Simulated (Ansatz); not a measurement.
The relaxed structure here is a generated cell of W: the first start was made by placing the elements on the sites of a structure type, and the end was not matched to a known phase here, so it may be hypothetical. Known forms of W include space group No. 229.

A relaxed cell of W (Fmmm (No. 69)), relaxed on a k-mesh at least as fine as the one used below. All values below come from r2SCAN (plane waves to 500 eV, PAW, scalar-relativistic; Ansatz, a quantum-chemistry and plane-wave program). Γ-centred k-mesh 13×13×7 on the run's cell (coarser than for final values), Fermi–Dirac smearing 0.05 eV.

```yaml
crystal:
  lattice:
    - [0.00000, 2.20122, 4.95835]
    - [1.53311, 0.00000, 4.95835]
    - [3.06622, 4.40244, 0.00000]
  atoms:
    - { symbol: W, position: [0.13281, 0.13281, 0.43359] }
    - { symbol: W, position: [0.13281, 0.13281, 0.93359] }
    - { symbol: W, position: [0.86719, 0.86719, 0.06641] }
    - { symbol: W, position: [0.86719, 0.86719, 0.56641] }
```

The atoms are displaced by (Å):

| atom | ux | uy | uz |
|---|---|---|---|
| W1 | -0.008 | -0.067 | 0.008 |
| W2 | 0.088 | -0.038 | 0.112 |
| W3 | 0.095 | 0.109 | 0.051 |
| W4 | -0.064 | 0.018 | -0.006 |

Task: What forces (eV/Å) and pressure result?

Result: 
| atom | Fx | Fy | Fz |
|---|---|---|---|
| W1 | 0.77 | 0.30 | -0.51 |
| W2 | -0.72 | -0.27 | -0.36 |
| W3 | -1.40 | -0.86 | 0.83 |
| W4 | 1.35 | 0.84 | 0.05 |

Pressure +2.8 GPa.

Task: Estimate the energy cost of the displacement in the harmonic approximation and compare with the calculation.

Result: For a harmonic well ΔE = −½ Σ F·u = 0.190 eV a cell, or 48 meV/atom. The calculated energy relative to the undisplaced cell is +0.05 eV/atom, so the harmonic estimate holds well.

The undisplaced cell is probably no minimum: from this displacement the run went on to Im-3m (No. 229), 0.79 eV/atom below it.

No spin polarisation in the result.
